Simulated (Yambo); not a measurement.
Sr2OsH6 (space group Fm-3m, No. 225); a = b = c = 5.3914 Å, α = β = γ = 60.00°. With the G0W0 scissor the direct gap on the mesh is 3.62 eV.

Problem. Does this run resolve the lowest exciton, and if so, what are its energy and binding? (Yambo, LDA bands; 4×4×4 mesh, 6 valence and 6 conduction bands, static screening with 61 bands and a 3 Ry block, scissor 1.30 eV, Tamm-Dancoff.)

Solution. The mesh holds a bound state, but the numbers are provisional. These are vertical excitations (zero momentum). The lowest state lies at 2.91 eV (dark for light along x, 3 states within 2 meV), the direct quasiparticle gap on this mesh at 3.62 eV. Its binding energy, counted from that gap, is 0.71 eV; it spreads over about 15 k points of the mesh. Convergence with the mesh was not shown. All of the lowest states computed are dark for this polarisation. The scissor comes from a G0W0 run whose convergence isn't established. Without spin-orbit coupling, band edges of such heavy elements can be off by tenths of an eV.

Geometry of the Materials Project entry, not relaxed at this level.

The structure is a Materials Project entry; no match was found in the copy of COD used, and its stability was not checked.
